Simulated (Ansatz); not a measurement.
AgAu:
Space group R-3m, hexagonal axes (No. 166); a = b = 2.916 Å, c = 14.165 Å, α = β = 90.00°, γ = 120.00°

| atom | site | symmetry | x | y | z |
|---|---|---|---|---|---|
| Ag | 3a | -3m | 0.0000 | 0.0000 | 0.0000 |
| Au | 3b | -3m | 0.0000 | 0.0000 | 0.5000 |
(The calculation used a cell of 2 atoms; values per cell refer to that cell.)

Relaxed with r²SCAN.

Q: Tabulate the valence density and the electron localisation function along the shortest Au–Au contact (2.92 Å), r²SCAN (plane waves, PAW; program Ansatz).

A: 

```
distance from Au (Å)  density (e/Å³)   ELF
--------------------  --------------  ----
0.29                           11.62  0.68
0.44                            8.71  0.61
0.58                            5.85  0.56
0.73                            3.39  0.51
0.87                            1.54  0.42
1.02                            0.72  0.32
1.17                            0.44  0.25
1.31                            0.30  0.21
1.46                            0.27  0.20
1.60                            0.30  0.21
1.75                            0.44  0.25
1.90                            0.72  0.32
2.04                            1.54  0.42
2.19                            3.39  0.51
2.33                            5.85  0.56
2.48                            8.71  0.61
2.62                           11.62  0.68
```

The density is the valence pseudo-density with augmentation charge, so density and ELF within about 1 Å of a nucleus are not all-electron values.

The workflow started from a Materials Project entry (that database holds measured and hypothetical structures alike); the Crystallography Open Database copy checked does not list it. With Ag and Au taken as one species the cell has the higher symmetry Fm-3m, so it may be an ordered model of a mixed-site phase. Whether it is the stable phase at ambient conditions was not checked. The cell was relaxed with r²SCAN under the symmetry of its start; whether a distortion lowers the energy is not shown. No spin polarisation was allowed. Axis ratios of metals converge slowly with the k-mesh, so a and c are less sure than the volume. Spin–orbit coupling is left out wherever it is not named.

Potentials: the later of the program's two PAW sets.
